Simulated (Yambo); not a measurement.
**How GW settings move the gap: BaTiO₃**

G0W0@PBEsol for BaTiO$_{3}$ (space group Amm2, No. 38) in Yambo. Reference settings: 4×4×4 Γ-centred k mesh, bands 2 to 128 and a 8 Ry block in the screening, 128 bands in G with the Bruneval-Gonze terminator, plasmon pole fitted at 27.2 eV. The PBEsol gap (-0.5, -0.5, -0.5) → Γ on this mesh is 2.17 eV; G0W0 gaps are taken between the same points.

| change from the reference | G0W0 gap (-0.5, -0.5, -0.5) → Γ (eV) | shift of the valence edge (eV) | rough Yambo cost |
|---|---|---|---|
| reference settings | 3.79 | -0.35 | 1 |
| 52 bands in G | 3.75 | -0.32 | – |
| wavefunctions cut at 25 Ry | 3.91 | -0.29 | about 1/2 |
| no point-group symmetry | 3.79 | -0.35 | within a factor of two |
| 52 bands in G, no terminator | 3.82 | 0.40 | – |
| no terminator | 3.88 | -0.14 | – |

The reference isn't shown to be the converged limit. Costs are rough (shared machines), scaled to the same edge states, and given only for runs that recompute the screening.

Geometry of the Materials Project entry, not relaxed at this level; primitive cell a = 3.9833 Å, b = 4.0573 Å, c = 4.0573 Å, α = 89.75°, β = 90.00°, γ = 90.00°.

This is not the ordinary phase of the substance.

A shift is the quasiparticle energy of the state minus its PBEsol energy.
